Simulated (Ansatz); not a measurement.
Polymorphs of BiB, each relaxed with plane-wave PAW PBE (Ansatz code):

A: zinc blende (F-43m), a = 5.5215 Å, b = 5.5215 Å, c = 5.5215 Å, α = 90.00°, β = 90.00°, γ = 90.00°

B: P6_222, a = b = 3.9383 Å, c = 8.7705 Å, α = β = 90.00°, γ = 120.00°

C: wurtzite (P6_3mc), a = b = 3.8888 Å, c = 6.4079 Å, α = β = 90.00°, γ = 120.00°

D: P4/nmm, a = b = 4.9744 Å, c = 3.2673 Å, α = β = γ = 90.00°

E: NiAs type (P6_3/mmc), a = b = 3.7775 Å, c = 6.1120 Å, α = β = 90.00°, γ = 120.00°

F: P4_2/mmc, a = 3.636 Å, b = 3.636 Å, c = 6.783 Å, α = 90.00°, β = 90.00°, γ = 90.00°

### Question
Rank these by energy per atom at 0 K (lowest first), as PBE gives it.

### Answer
A (+0 meV/atom), C (+8 meV/atom), B (+289 meV/atom), E (+468 meV/atom), F (+619 meV/atom), D (+681 meV/atom)

### Question
Give each one's gap.

### Answer
A 0.16 eV; B no gap; C no gap; D no gap; E no gap; F no gap.

Constructed cells (a structure type filled with these elements, in neither database checked): A; B; C; D; E; F. Weakly bound layers, chains or molecules computed without a dispersion correction, so cells and soft constants are ill determined: D. All cells were relaxed under the symmetry of their starts (and spin orders); stability against distortions was not tested throughout. Spin–orbit coupling is left out wherever it is not named.

Energies hold the estimated change up to a 700 eV cutoff; steps of a few meV lie near the error of the meshes.

Potentials: the later of the program's two PAW sets.
